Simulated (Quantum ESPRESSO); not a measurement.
Kohn-Sham bands of GaS (P6₃/mmc)

```
GaS
1.0
    3.59325     0.00000     0.00000
   -1.79663     3.11185     0.00000
    0.00000     0.00000    16.01466
Ga S
4 4
Direct
  0.33333   0.66667   0.32645
  0.66667   0.33333   0.67355
  0.66667   0.33333   0.82645
  0.33333   0.66667   0.17355
  0.33333   0.66667   0.89315
  0.66667   0.33333   0.10685
  0.66667   0.33333   0.39315
  0.33333   0.66667   0.60685
```

Materials Project entry mp-2507; symmetrised, unrelaxed at this level. COD (Crystallography Open Database) has an entry of this formula and space group (matched by these alone). Level: LDA, no spin polarisation, no spin-orbit coupling; pw.x of Quantum ESPRESSO at 64 Ry with PseudoDojo potentials, 4×4×4 k-points, Wannier90. Density: 12×12×2 mesh, cold smearing 0.01 Ry. The cell is built of weakly bound layers, chains or molecules, whose nearest atoms lie 4.00 Å apart. Database cells relaxed without dispersion often hold them too far apart, which can enlarge gaps and weakens couplings between them; spacing and stacking were not compared with the measured crystal.

### Question
List the Kohn-Sham levels between −8 and 4.6 eV relative to the valence-band maximum at the high-symmetry points, as a band run of pw.x on that density gives them (levels within 2 meV counted together).

### Answer
```csv
point,k (reciprocal lattice),levels (eV)
Γ,0.000 0.000 0.000,"-6.76, -6.46, -4.31, -3.45, -1.48 (×2), -1.42 (×2), -1.37 (×2), -1.32 (×2), -1.20, 0.00, 1.58, 2.18, 2.80, 2.93"
M,0.500 0.000 0.000,"-7.52, -7.46, -6.70, -6.62, -3.83, -3.47, -2.81, -2.73, -2.60, -2.59, -2.50, -2.23, -1.98, -1.60, 1.66, 1.79, 2.02, 2.30, 3.95, 4.01, 4.17, 4.27"
K,0.333 0.333 0.000,"-7.29 (×2), -6.41 (×2), -4.87, -4.76, -4.48, -4.34, -2.83 (×2), -2.15 (×2), -1.90 (×2), 1.94, 2.33, 3.27 (×2), 4.39 (×2)"
A,0.000 0.000 0.500,"-6.63 (×2), -3.91 (×2), -1.46 (×4), -1.34 (×4), -0.61 (×2), 1.95 (×2), 2.86 (×2)"
L,0.500 0.000 0.500,"-7.49 (×2), -6.66 (×2), -3.68 (×2), -2.78 (×2), -2.54 (×2), -2.39 (×2), -1.79 (×2), 1.82 (×2), 2.06 (×2), 3.91 (×2), 4.30 (×2)"
H,0.333 0.333 0.500,"-7.29 (×2), -6.41 (×2), -4.82 (×2), -4.40 (×2), -2.79 (×2), -2.27 (×2), -1.81 (×2), 2.11 (×2), 3.20 (×2), 4.50 (×2)"
```
